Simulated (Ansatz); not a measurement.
ZnGaNO in space group Pna2_1 (No. 33; Zn on 4a, Ga on 4a, O on 4a, N on 4a), PBE in the plane-wave PAW code Ansatz, all energies at zero smearing, with the estimated change up to a 700 eV cutoff added, with one set of potentials and settings (totals compare only within such a set). Cell of 16 atoms (4 Zn, 4 Ga, 4 O, 4 N): -32218.669 eV.

| element | reference phase | E (eV/atom) |
|---|---|---|
| Zn | C2/m, 3 atoms in the cell | -3319.0322 |
| Ga | Cmce, 4 atoms in the cell | -3783.0259 |
| O | C2/m, 4 atoms in the cell, spin-polarised | -565.0042 |
| N | Pa-3, 8 atoms in the cell | -384.0342 |

Formation energy per atom, worked out: (-32218.669 − 4×(-3319.0322) − 4×(-3783.0259) − 4×(-565.0042) − 4×(-384.0342))/16 = -0.893 eV/atom (-86 kJ per mol of atoms), at 0 K, without zero-point energy or fitted corrections.

The start of the workflow was typed in or built on a structure type; neither database checked (COD, Materials Project) lists it. Whether it is the stable phase at ambient conditions was not checked. The cell was relaxed with PBE under the symmetry of its start; its stability against distortions is not shown here. The references are the lowest solids computed at this level, not always the standard phases (solids in place of the gases).

Potentials: the earlier of the program's two PAW sets.
